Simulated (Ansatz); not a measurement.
Values for one crystal, relaxed and computed with DFT-PBEsol in the program Ansatz with PAW potentials; other levels are named.

| Property | Value |
|---|---|
| Volume per atom | 10.32 Å³ |
| Electronic character | metallic (no gap) |
| Pressure derivative B′ | 4.3 |
| Poisson's ratio | 0.26 |
| Young's modulus | 311 GPa |
| Bulk modulus (Birch–Murnaghan fit) | 221 GPa |
| Debye temperature from the elastic constants | 642 K |

Which compound is it?
A) AlP, CsCl type
B) Co2N, Pnnm (Co on 4g, N on 2a)
C) AlCo3B, anti-perovskite
D) BAs, CsCl type

C, AlCo3B, anti-perovskite

Space group Pm-3m (anti-perovskite). The start of the workflow was typed in or built on a structure type; neither database checked (COD, Materials Project) lists it. Its standing as an ambient phase is unchecked. Symmetry was held in the PBEsol relaxation; whether a distortion lowers the energy is not shown. Spin order of the final state: ferromagnetic, the only order run, not a proven ground state. The volume moved by -17 % from the start of the relaxation. As this level gives no gap, shear constants depend on the k-mesh and smearing (Fermi–Dirac, 0.1 eV here).

Potentials: the later of the program's two PAW sets.
